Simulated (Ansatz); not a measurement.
Input:

Al₂Au:
```cif
data_Al8Au4
_chemical_formula_sum 'Au4 Al8'
_space_group_name_H-M_alt 'Fm-3m'
_space_group_IT_number 225
_space_group_name_Hall '-F 4 2 3'
_cell_length_a 6.01014
_cell_length_b 6.01014
_cell_length_c 6.01014
_cell_angle_alpha 90.000
_cell_angle_beta 90.000
_cell_angle_gamma 90.000
loop_
_atom_site_label
_atom_site_type_symbol
_atom_site_symmetry_multiplicity
_atom_site_Wyckoff_symbol
_atom_site_fract_x
_atom_site_fract_y
_atom_site_fract_z
_atom_site_occupancy
Au1 Au 4 a 0.00000 0.00000 0.00000 1
Al1 Al 8 c 0.25000 0.25000 0.25000 1
```
(The calculation used a cell of 3 atoms; values per cell refer to that cell.)

This is the r²SCAN-relaxed structure.

**Question.** All from DFT-r²SCAN in the program Ansatz with PAW potentials, unless another level is named. Estimate the Poisson's ratio.

**Answer.** 0.33.

**Question.** And the elastic constants (relaxed ions, GPa)?

**Answer.** C11 = 160, C12 = 97.4, C44 = 56.6.

Symmetry was held in the r²SCAN relaxation; of distortions, only those at the zone centre were tested. As this level gives no gap, shear constants depend on the k-mesh and smearing (Fermi–Dirac, 0.1 eV here). Scalar-relativistic: spin–orbit coupling is off unless named, which matters more the heavier the elements.

Potentials: the later of the program's two PAW sets.
